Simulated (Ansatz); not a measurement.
Task: Name crystals whose computed values (PBE in the plane-wave PAW code Ansatz) fall in these windows: gap (eV) 1.0 to 1.3; B₀ by P(V) fit (GPa) 150 to 190; electron conductivity mass (mₑ) 0.095 to 0.13.

Result: 

```
crystal                          gap (eV)  B₀ by P(V) fit (GPa)  electron conductivity mass (mₑ)
-------------------------------  --------  --------------------  -------------------------------
GaN, P6_222 (Ga on 3d, N on 3c)      1.20                   180                             0.12
```
Others may fit too.

Typed or built starts, not in the databases checked: GaN, P6_222 (Ga on 3d, N on 3c). Not the usual ambient phase: GaN, P6_222 (Ga on 3d, N on 3c). The cell was relaxed under the symmetry of its start. Spin–orbit coupling is left out wherever it is not named.

Potentials: the later of the program's two PAW sets.
